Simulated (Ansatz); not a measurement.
# Zr6O11: input, output and frames of a trajectory

Theory: DFT PBEsol, scalar-relativistic, plane waves, PAW (Ansatz). The runs took a 420 eV cutoff, a shifted (0.5, 0.5, 0.0 steps) 4×4×1 mesh and Fermi–Dirac smearing (0.026 eV). The mesh is coarse. No spin polarisation.

17 atoms, starting at 1.00 times the perfect crystal's volume (space group Pmm2); Langevin thermostat at 300 K (friction 0.02 fs⁻¹), fixed cell; 159 steps of 2 fs. The run is short and not equilibrated.

The run converged.

The run took 7.2 min on 4 threads of Intel(R) Xeon(R) Processor @ 2.70GHz, with other jobs on the host, peak memory 0.74 GiB.

Command:
```bash
ansatz run input.yaml --threads 4 --pin off --max-ram 9216MiB --backend cpu --events-out ev --progress --plain --runs-dir out
```

Input:
```yaml
crystal:
  lattice:
    - [3.5726858804, 0.0, 0.0]
    - [0.0, 3.5847963201, 0.0]
    - [0.0, 0.0, 15.4588554235]
  atoms:
    - { symbol: Zr, position: [0.0, 0.5, 0.0763465596] }
    - { symbol: Zr, position: [0.0, 0.5, 0.4109303996] }
    - { symbol: Zr, position: [0.0, 0.5, 0.7459440064] }
    - { symbol: Zr, position: [0.5, 0.0, 0.2428578417] }
    - { symbol: Zr, position: [0.5, 0.0, 0.5784222972] }
    - { symbol: Zr, position: [0.5, 0.0, 0.9113293257] }
    - { symbol: O, position: [0.0, 0.0, 0.1393508132] }
    - { symbol: O, position: [0.0, 0.0, 0.6457136725] }
    - { symbol: O, position: [0.0, 0.0, 0.4775056121] }
    - { symbol: O, position: [0.0, 0.0, 0.8136351361] }
    - { symbol: O, position: [0.0, 0.0, 0.3091214844] }
    - { symbol: O, position: [0.5, 0.5, 0.6772647147] }
    - { symbol: O, position: [0.5, 0.5, 0.0080576856] }
    - { symbol: O, position: [0.5, 0.5, 0.1760790194] }
    - { symbol: O, position: [0.5, 0.5, 0.3430811926] }
    - { symbol: O, position: [0.5, 0.5, 0.5103794752] }
    - { symbol: O, position: [0.5, 0.5, 0.8441697643] }
basis:
  ecutwfc: 420
kpoints:
  mp_grid: { grid: [4, 4, 1], shift: [0.5, 0.5, 0.0] }
hamiltonian:
  xc: pbesol
scf:
  occupations: { method: fermi_dirac, width: 0.0259 }
  lower_state_search: "off"
  convergence: { dr2_threshold: 1.0e-07 }
output:
  forces: true
  stress: true
md:
  timestep: 2.0
  n_steps: 159
  ensemble: nvt_langevin
  temperature: 300.0
  initial_velocities: maxwell_boltzmann
  seed: 32447
  friction: 0.02
```

Output (its end):
```
...
  k-point 2: bands = ["-36.4999", "-36.3068", "-36.2741", "-35.8644", "-35.5863", "-35.5690", "-15.0172", "-14.9393", "-14.8988", "-14.7364", "-14.6463", "-14.5325", "-14.5034", "-14.4445", "-14.4131", "-14.3774", "-14.3400", "-14.2113", "-14.1086", "-14.0219", "-13.8779", "-13.7608", "-13.6655", "-13.4285", "-5.6806", "-5.6017", "-5.4875", "-5.3971", "-5.1977", "-4.9229", "-4.8326", "-4.7875", "-4.7000", "-4.6134", "-4.3140", "6.3853", "6.6066", "6.7242", "6.8417", "6.8909", "7.0292", "7.1297", "7.2356", "7.3414", "7.4757", "7.5931", "7.7488", "7.7979", "8.0973", "8.3019", "8.3790", "8.6046", "8.6872", "8.7518", "8.9753", "9.0312", "9.1982", "9.2705", "9.3059", "9.5378", "9.6811", "9.7125", "9.9116", "10.0571", "10.2337", "10.2994", "10.5608", "10.8713", "14.2972", "14.9478", "15.4093", "15.5374", "15.6301", "15.7314", "15.8300", "15.9570", "16.0569", "16.1428", "16.4016", "16.6527", "16.8749", "17.2812", "17.4048", "17.5184", "17.7182", "17.8512"]
  k-point 7: bands = ["-36.4993", "-36.3071", "-36.2729", "-35.8619", "-35.5866", "-35.5737", "-15.0096", "-14.9388", "-14.9156", "-14.7551", "-14.6259", "-14.5943", "-14.4951", "-14.4274", "-14.4122", "-14.3712", "-14.2889", "-14.2042", "-13.9774", "-13.8888", "-13.8576", "-13.7845", "-13.7039", "-13.5624", "-5.6959", "-5.6162", "-5.4967", "-5.3824", "-5.3154", "-5.0844", "-4.9028", "-4.7407", "-4.6231", "-4.5924", "-4.4101", "6.4583", "6.5968", "6.7243", "6.7630", "6.8738", "6.9916", "7.1518", "7.1986", "7.2264", "7.3982", "7.4778", "7.6809", "7.8494", "7.9703", "8.1399", "8.3877", "8.5307", "8.5972", "8.8955", "8.9497", "9.1944", "9.2144", "9.2753", "9.4531", "9.6729", "9.7608", "9.7851", "9.9815", "10.0462", "10.1585", "10.4002", "10.5846", "10.8134", "14.0098", "15.2716", "15.3546", "15.4800", "15.6751", "15.7980", "15.8833", "16.0180", "16.0979", "16.3354", "16.4023", "16.7223", "16.8288", "17.3622", "17.5457", "17.7272", "17.8139", "18.1548"]
--- MD trajectory: 159 steps, t = 0.0 → 318.0 fs ---
  final state: T = 273.5 K   F+E_penalty+E_count = -30969.35991075 eV   E_kin = 0.600963 eV
```

Frames along the run (Å, eV/Å; dE is the potential energy from the first frame):

```xyz
17
Lattice="3.573 0.000 0.000 0.000 3.585 0.000 0.000 0.000 15.459" Properties=species:S:1:pos:R:3:forces:R:3 pbc="T T T" time_fs=0.00 dE_eV=0.0000 T_K=282
Zr    0.000    1.792    1.180    0.000    0.000   -0.005
Zr    0.000    1.792    6.353    0.000    0.000   -0.014
Zr    0.000    1.792   11.531    0.000    0.000   -0.017
Zr    1.786    0.000    3.754    0.000    0.000   -0.019
Zr    1.786    0.000    8.942    0.000    0.000   -0.017
Zr    1.786    0.000   14.088    0.000    0.000    0.016
O     0.000    0.000    2.154    0.000    0.000    0.011
O     0.000    0.000    9.982    0.000    0.000    0.008
O     0.000    0.000    7.382    0.000    0.000    0.007
O     0.000    0.000   12.578    0.000    0.000    0.018
O     0.000    0.000    4.779    0.000    0.000    0.007
O     1.786    1.792   10.470    0.000    0.000    0.012
O     1.786    1.792    0.125    0.000    0.000   -0.030
O     1.786    1.792    2.722    0.000    0.000    0.005
O     1.786    1.792    5.304    0.000    0.000    0.005
O     1.786    1.792    7.890    0.000    0.000    0.007
O     1.786    1.792   13.050    0.000    0.000    0.005
17
Lattice="3.573 0.000 0.000 0.000 3.585 0.000 0.000 0.000 15.459" Properties=species:S:1:pos:R:3:forces:R:3 pbc="T T T" time_fs=28.00 dE_eV=0.2344 T_K=179
Zr    0.030    1.837    1.187    0.341   -0.245   -0.328
Zr   -0.055    1.763    6.372    0.016    0.163   -1.587
Zr    0.016    1.782   11.551    0.293   -0.467   -0.447
Zr    1.771    0.045    3.713   -0.113   -0.106    0.970
Zr    1.861   -0.007    8.939   -0.603    0.347    0.026
Zr    1.773   -0.049   14.111   -0.039   -0.143   -0.134
O    -0.057    0.024    2.117    0.004    0.268    0.368
O     0.001    0.023    9.979    0.754   -0.054   -0.146
O    -0.038   -0.015    7.360   -0.111    0.393    0.516
O     0.118   -0.057   12.549   -0.382    0.524    0.349
O    -0.031    0.027    4.780   -0.140    0.010   -0.455
O     1.831    1.815   10.461   -0.468    0.048   -0.025
O     1.851    1.815    0.137   -0.599   -0.039   -0.409
O     1.732    1.822    2.668    0.160    0.058    0.158
O     1.725    1.807    5.223    0.325   -0.051    0.772
O     1.757    1.846    7.840    0.050   -0.934    0.363
O     1.795    1.733   13.061    0.513    0.228    0.009
17
Lattice="3.573 0.000 0.000 0.000 3.585 0.000 0.000 0.000 15.459" Properties=species:S:1:pos:R:3:forces:R:3 pbc="T T T" time_fs=58.00 dE_eV=0.3973 T_K=163
Zr    0.044    1.823    1.166   -0.647    0.762   -0.066
Zr   -0.070    1.820    6.340    0.671   -0.307    0.997
Zr    0.054    1.753   11.549    0.265    0.330   -0.187
Zr    1.758    0.073    3.742    0.143    0.140   -0.449
Zr    1.858   -0.051    8.911   -0.300   -0.293    0.764
Zr    1.732   -0.026   14.141    0.322    0.194   -1.200
O    -0.069    0.090    2.126    0.440   -0.798    0.176
O     0.040    0.012    9.963    0.664    0.207    0.526
O     0.020   -0.005    7.429   -0.397   -0.431   -1.166
O     0.107    0.009   12.672    0.393   -0.361   -0.536
O    -0.029   -0.023    4.718    0.031   -0.161    0.696
O     1.898    1.845   10.447   -0.695   -0.347    0.259
O     1.768    1.902    0.077    0.561   -0.233    0.495
O     1.808    1.869    2.717   -0.574   -0.187   -0.054
O     1.773    1.737    5.332   -0.668    0.212   -0.588
O     1.758    1.707    7.867    0.409    1.139   -0.186
O     1.958    1.788   13.020   -0.618    0.132    0.519
17
Lattice="3.573 0.000 0.000 0.000 3.585 0.000 0.000 0.000 15.459" Properties=species:S:1:pos:R:3:forces:R:3 pbc="T T T" time_fs=86.00 dE_eV=0.3512 T_K=205
Zr   -0.017    1.821    1.160    0.095   -0.377    0.252
Zr   -0.038    1.876    6.343   -0.273   -0.497   -0.878
Zr    0.082    1.729   11.568   -0.476    0.314   -0.356
Zr    1.780    0.082    3.711   -0.455   -0.070    1.058
Zr    1.809   -0.051    8.929    0.279    0.953    0.971
Zr    1.787   -0.009   14.083    0.043   -0.240    0.323
O     0.053   -0.026    2.182   -0.261    1.337   -0.429
O     0.079    0.101   10.039   -0.701   -0.409   -0.914
O     0.064    0.041    7.355   -0.123    0.136    0.735
O     0.130   -0.024   12.611    0.019   -0.134    0.148
O    -0.065   -0.052    4.796    0.410   -0.075   -0.447
O     1.817    1.857   10.526    0.916    0.288   -0.400
O     1.771    1.867    0.102    0.093   -0.186    0.387
O     1.821    1.867    2.729    0.094   -0.886   -0.655
O     1.707    1.700    5.279    0.577    0.354    0.531
O     1.827    1.836    7.900    0.060   -0.701   -0.119
O     1.933    1.769   13.082   -0.294    0.194   -0.210
17
Lattice="3.573 0.000 0.000 0.000 3.585 0.000 0.000 0.000 15.459" Properties=species:S:1:pos:R:3:forces:R:3 pbc="T T T" time_fs=116.00 dE_eV=0.4499 T_K=189
Zr   -0.093    1.843    1.173    0.459    0.376   -0.389
Zr   -0.029    1.909    6.313    0.514   -0.686    1.607
Zr    0.118    1.774   11.547    0.091    0.048   -0.104
Zr    1.767    0.040    3.740   -0.227   -0.206   -0.801
Zr    1.779   -0.052    8.988    0.255    0.433   -1.051
Zr    1.831   -0.010   14.105   -0.324   -0.031   -0.165
O    -0.017    0.085    2.126    0.223   -1.234    0.181
O     0.021    0.018   10.002    0.819    0.510    0.097
O     0.160    0.032    7.383   -0.647    0.197   -0.689
O     0.191   -0.027   12.565   -0.103    0.235    0.232
O    -0.049   -0.057    4.709    0.710   -0.453    0.551
O     1.939    1.919   10.482   -1.193   -0.751    0.281
O     1.720    1.811    0.104    0.145    0.062    0.114
O     1.830    1.769    2.677   -0.501    1.057    0.626
O     1.796    1.667    5.320   -0.707    0.444   -0.562
O     1.849    1.804    7.897    0.429    0.024    0.118
O     1.955    1.774   13.062    0.057   -0.023   -0.048
17
Lattice="3.573 0.000 0.000 0.000 3.585 0.000 0.000 0.000 15.459" Properties=species:S:1:pos:R:3:forces:R:3 pbc="T T T" time_fs=144.00 dE_eV=0.3794 T_K=207
Zr   -0.103    1.837    1.161    0.589   -0.551   -0.084
Zr   -0.042    1.887    6.374    0.403   -0.966   -0.423
Zr    0.108    1.821   11.520   -0.570   -0.397    1.331
Zr    1.764    0.049    3.777    0.341   -0.078    0.226
Zr    1.814   -0.048    8.986    0.285    0.404   -0.289
Zr    1.857   -0.051   14.103   -0.349    0.427   -0.121
O    -0.068   -0.004    2.103   -0.058    0.947    0.669
O     0.066    0.061    9.983   -0.211   -0.396    0.171
O     0.181    0.001    7.378   -0.224    0.558    0.387
O     0.134   -0.013   12.573   -0.133    0.569   -0.094
O     0.022   -0.080    4.849   -0.648    0.466   -0.874
O     1.853    1.809   10.543    0.483    0.288   -0.721
O     1.720    1.758    0.108   -0.122    0.109    0.502
O     1.711    1.848    2.778    0.123   -0.552   -0.546
O     1.797    1.775    5.290   -0.080   -0.140    0.808
O     1.932    1.776    7.986    0.188   -0.029   -0.543
O     1.918    1.800   13.096   -0.016   -0.659   -0.399
17
Lattice="3.573 0.000 0.000 0.000 3.585 0.000 0.000 0.000 15.459" Properties=species:S:1:pos:R:3:forces:R:3 pbc="T T T" time_fs=174.00 dE_eV=0.4336 T_K=320
Zr   -0.084    1.833    1.203    0.153    0.562   -0.245
Zr    0.041    1.842    6.423   -0.323    0.322   -0.950
Zr    0.100    1.828   11.611    0.093    0.273   -1.112
Zr    1.749    0.101    3.787   -0.484   -0.365   -0.673
Zr    1.876   -0.010    8.992    0.116    0.630    0.454
Zr    1.867   -0.106   14.110   -0.375    0.416    0.306
O    -0.203    0.080    2.147    0.116   -1.034    0.170
O     0.109    0.020    9.989    0.114    0.041   -0.039
O     0.263    0.087    7.387   -0.100   -0.577    0.073
O     0.037    0.065   12.547   -0.096   -1.212    0.926
O    -0.099    0.077    4.769    1.187    0.019    0.420
O     1.900    1.828   10.559   -0.344    0.097   -0.566
O     1.708    1.716    0.134    0.165    0.169   -0.142
O     1.628    1.829    2.671    0.021    0.727    1.105
O     1.796    1.859    5.354   -0.038   -0.039   -0.229
O     2.041    1.858    7.935   -0.307   -0.485    0.316
O     1.838    1.737   13.079    0.101    0.457    0.188
17
Lattice="3.573 0.000 0.000 0.000 3.585 0.000 0.000 0.000 15.459" Properties=species:S:1:pos:R:3:forces:R:3 pbc="T T T" time_fs=202.00 dE_eV=0.5626 T_K=244
Zr   -0.058    1.817    1.234    0.042    0.178   -0.346
Zr    0.082    1.838    6.450   -0.464   -0.136   -1.511
Zr    0.031    1.829   11.633    0.323   -0.173    0.093
Zr    1.699    0.101    3.833    0.118    0.003    0.714
Zr    1.946    0.051    9.043   -0.684   -0.213   -0.623
Zr    1.832   -0.132   14.139   -0.222    0.318    0.512
O    -0.284    0.025    2.134   -0.115    0.340    0.396
O     0.130    0.059   10.068    0.179    0.977   -0.003
O     0.386    0.037    7.392   -0.706    0.375    0.720
O    -0.025   -0.004   12.714    0.279   -0.111   -0.576
O    -0.107    0.101    4.856    0.649   -0.107   -0.136
O     1.862    2.046   10.574   -0.018   -1.151   -0.136
O     1.704    1.780    0.154    0.215    0.024    0.333
O     1.494    1.898    2.875   -0.020   -0.611   -1.152
O     1.792    1.866    5.330    0.225    0.106    0.906
O     2.034    1.854    7.954    0.389    0.013    0.765
O     1.826    1.715   13.079   -0.191    0.168    0.045
17
Lattice="3.573 0.000 0.000 0.000 3.585 0.000 0.000 0.000 15.459" Properties=species:S:1:pos:R:3:forces:R:3 pbc="T T T" time_fs=232.00 dE_eV=0.6999 T_K=213
Zr   -0.056    1.871    1.215   -0.267    0.396    0.456
Zr    0.060    1.824    6.401    0.373    0.235    1.994
Zr    0.019    1.769   11.627    0.542   -0.204    0.325
Zr    1.658    0.074    3.881    1.318   -0.013   -1.185
Zr    2.028    0.094    9.060   -0.288   -0.098   -0.681
Zr    1.775   -0.136   14.162   -0.031    0.023   -0.401
O    -0.392    0.120    2.205    0.097   -0.870   -0.200
O     0.217    0.274   10.114   -0.468   -1.245   -0.241
O     0.297    0.065    7.487    0.267   -0.135   -0.442
O     0.016   -0.033   12.736    0.262   -0.281   -0.421
O    -0.039    0.150    4.889   -0.419   -0.247   -0.003
O     1.894    1.914   10.509    0.192    0.742    0.662
O     1.696    1.855    0.161    0.152   -0.155    0.293
O     1.385    1.868    2.835    0.343    0.359    0.791
O     1.901    1.922    5.443   -1.313    0.077   -1.153
O     2.193    1.857    8.014   -0.434    0.327    0.062
O     1.869    1.656   13.089   -0.328    1.089    0.145
17
Lattice="3.573 0.000 0.000 0.000 3.585 0.000 0.000 0.000 15.459" Properties=species:S:1:pos:R:3:forces:R:3 pbc="T T T" time_fs=260.00 dE_eV=0.7387 T_K=176
Zr   -0.064    1.942    1.254    0.214   -1.100   -0.580
Zr    0.052    1.809    6.416   -0.583    0.300   -0.259
Zr    0.038    1.709   11.638    1.082    0.935    0.012
Zr    1.734    0.049    3.861    0.018    0.465    0.231
Zr    2.030    0.102    9.035   -0.449   -0.203    0.319
Zr    1.756   -0.155   14.186   -0.016    1.220   -0.209
O    -0.505    0.060    2.096    0.107    1.134    0.676
O     0.209    0.099   10.125   -0.127    0.607   -1.145
O     0.290    0.056    7.448   -0.420    0.296    0.155
O     0.101   -0.011   12.645    0.378   -0.291    0.696
O    -0.091    0.177    4.886    0.209   -0.505   -0.223
O     1.942    1.996   10.600   -0.541   -0.763   -0.778
O     1.706    1.901    0.192   -0.078   -0.178    0.459
O     1.365    1.872    2.923   -0.298   -0.273   -1.076
O     1.740    1.905    5.292    0.967    0.171    1.359
O     2.037    1.906    7.954    0.061   -0.398    0.340
O     1.973    1.809   13.133   -0.521   -1.418    0.023
17
Lattice="3.573 0.000 0.000 0.000 3.585 0.000 0.000 0.000 15.459" Properties=species:S:1:pos:R:3:forces:R:3 pbc="T T T" time_fs=290.00 dE_eV=0.4932 T_K=221
Zr   -0.018    1.909    1.297   -0.418    0.008   -0.422
Zr    0.004    1.840    6.417    0.496   -0.130    0.636
Zr    0.105    1.748   11.698   -0.005   -0.481   -1.463
Zr    1.810    0.056    3.873   -0.256    0.146   -0.562
Zr    1.992    0.104    9.024   -0.593   -0.430    0.903
Zr    1.807   -0.152   14.200   -0.242   -0.044    0.434
O    -0.478    0.109    2.191    0.625   -0.287   -0.410
O     0.131    0.197   10.066    0.212   -0.759   -0.110
O     0.090    0.043    7.430    0.218    0.205   -0.119
O     0.126   -0.054   12.698   -0.473   -0.203    0.004
O    -0.006    0.154    4.817    0.308   -0.276    0.637
O     1.871    1.837   10.563    0.389    0.621    1.039
O     1.733    1.956    0.257    0.199   -0.269    0.158
O     1.417    1.861    2.848    0.166    0.227    0.851
O     1.861    1.901    5.393   -0.917    0.156   -0.123
O     1.959    1.841    8.022   -0.161    0.530   -0.825
O     1.823    1.653   13.214    0.454    0.985   -0.628
17
Lattice="3.573 0.000 0.000 0.000 3.585 0.000 0.000 0.000 15.459" Properties=species:S:1:pos:R:3:forces:R:3 pbc="T T T" time_fs=318.00 dE_eV=0.5210 T_K=274
Zr    0.017    1.862    1.291   -0.240    0.532   -0.857
Zr   -0.030    1.833    6.452    0.603   -0.145    0.127
Zr    0.178    1.737   11.692   -0.278   -0.119    0.769
Zr    1.879    0.128    3.864    0.083    0.043    0.627
Zr    1.928    0.085    9.046    0.346   -0.204    0.544
Zr    1.835   -0.159   14.210   -0.106    0.585   -0.292
O    -0.230    0.086    2.141   -0.301   -0.117    1.024
O     0.171    0.129   10.110   -0.301   -0.364   -0.501
O     0.081    0.030    7.483    0.227    0.463    0.104
O    -0.029   -0.047   12.757    0.487    0.020   -0.386
O     0.085    0.199    4.867   -0.814   -0.266   -0.049
O     1.955    1.851   10.754   -0.201    0.271   -2.078
O     1.755    1.956    0.267    0.509   -0.249    0.428
O     1.546    1.928    2.973    0.165   -0.369   -1.025
O     1.810    1.949    5.457    0.271    0.135   -0.157
O     1.938    1.845    7.995   -0.339    0.062    0.882
O     1.807    1.725   13.169   -0.111   -0.279    0.841
```